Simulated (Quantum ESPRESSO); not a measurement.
One change at a time to Al6CuW

Calculated results; nothing here was measured. They come from Quantum ESPRESSO 7.5, a public plane-wave density functional program. Each row is one single-point run on a made-up periodic cell of eight metal atoms, with elements, volume, strain and displacements drawn at random and not relaxed, so a cell may be unstable or far from any real phase. There is no spin polarisation or spin-orbit coupling.

Settings: PBE unless stated; PseudoDojo standard norm-conserving files; Fermi-Dirac width 0.25 eV, which means electrons at about 2900 K; cutoff 1252 eV; 10 x 5 x 3 k mesh shifted half a step off Gamma. E is the free energy of the whole cell (internal energy minus TS), so a -TS column is already part of it. Stress is positive in tension, and the pressure P is minus a third of its trace.

Checks: one run of this series was repeated at a higher cutoff and on a denser mesh, which moved values by no more than 0.008 eV, 0.15 GPa and 0.018 eV/Å, and a second program with other atomic files agreed on it to 2 % rms in force and 0.5 GPa in pressure. Known limits: the copper pseudopotential is less sure than most, with forces differing by about three percent and pressure by about two GPa from a second method on plain copper; the tin pseudopotential is less sure than most, with forces differing by about three percent from a second method on plain tin; heavy elements are run without spin-orbit coupling, which real alloys of them have; a spin test at this wide smearing found no moment, but such smearing suppresses magnetism that the real alloy may have.

The lattice is hexagonal close-packed, and the cell vectors in Å are (2.810, -0.001, 0.009); (1.391, -2.488, -4.627); (1.387, 7.355, -4.572), a volume of 127.71 Å³ in run 1. The elements on sites 1 to 8 are Al Al W Al Al Al Cu Al. Each later run makes one change to run 1 and keeps the rest. E is counted from run 1, and is n/a where other atomic files have another zero of energy.

| run | change | V (Å³) | P (GPa) | -TS (eV) | rms force (eV/Å) | largest change of a force component (eV/Å) | E (eV) |
|---|---|---|---|---|---|---|---|
| 1 | none | 127.71 | -2.68 | -0.714 | 0.579 | 0.000 | 0.000 |
| 2 | sites 5 and 7 exchanged | 127.71 | -2.46 | -0.765 | 0.635 | 0.835 | 0.055 |
| 3 | all lengths scaled by +0.84 % | 130.96 | -5.02 | -0.732 | 0.533 | 0.208 | ? |
| 4 | PBEsol in place of PBE | 127.71 | -5.25 | -0.715 | 0.577 | 0.094 | n/a |
| 5 | Sn on site 5 | 127.71 | 7.39 | -0.755 | 0.926 | 1.158 | n/a |
| 6 | site 8 moved by +0.12 Å along z | 127.71 | -2.54 | -0.716 | 0.613 | 0.727 | 0.038 |

## Worked estimate

Along a uniform scaling dE = -P dV. The mean of the two pressures is -3.850 GPa and the volume changes by 3.25 Å³, with 160.2 GPa to one eV/Å³. The same two rows give -V dP/dV = 93 GPa for this cell with clamped atoms, which is not the bulk modulus of a real alloy.

## Withheld value

Question: what E should run 3 give?

The estimate is 0.078 eV. The calculation gave 0.079 eV.
